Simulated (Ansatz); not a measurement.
## Relaxing a structure of TaN

The start is a relaxed TaN cell shaken by Gaussian noise of σ = 0.08 Å a coordinate. Cell shape, volume and atoms are optimised at zero target pressure with PBE (plane waves to 420 eV, PAW, scalar-relativistic; Ansatz, an electronic-structure program). The first steps use a coarse 4×4×7 k-mesh.

The start:
```
CELL_PARAMETERS angstrom
      5.43363     0.00000     0.00000
      0.00000     5.43363     0.00000
      0.00000     0.00000     3.53766
ATOMIC_POSITIONS crystal
  N  0.00812 0.01377 0.77582
  N  0.50690 0.50556 0.79828
  N  0.98288 0.98416 0.24048
  N  0.46890 0.48346 0.20440
  Ta 0.31560 0.15764 0.50264
  Ta 0.67245 0.83802 0.49905
  Ta 0.81000 0.34910 0.46989
  Ta 0.18461 0.66859 0.51100
```

### Question
What pressure does the first self-consistent step give?

### Answer
+3 GPa (positive: the cell is compressed).

### Question
How much energy is released per atom?

### Answer
0.21 eV/atom.

### Question
How do the shortest distances between atoms change?

### Answer
The closest pairs of elements (up to four, under 3.6 Å), start → end: N–N 1.46 → 1.39 Å; N–Ta 2.08 → 2.27 Å; Ta–Ta 2.60 → 2.78 Å.

### Question
What band gap does the relaxed structure have at this level?

### Answer
No gap (metallic).

Final values are on a 9×9×13 k-mesh of the relaxed cell. The relaxed cell holds bonded N–N pairs (1.39 Å). No spin polarisation in the result.

The relaxed structure here is a generated cell of TaN: the first start was made by a random draw of sites in a space group, and the end was not matched to a known phase here, so it may be hypothetical. Known forms of TaN include space group No. 225.
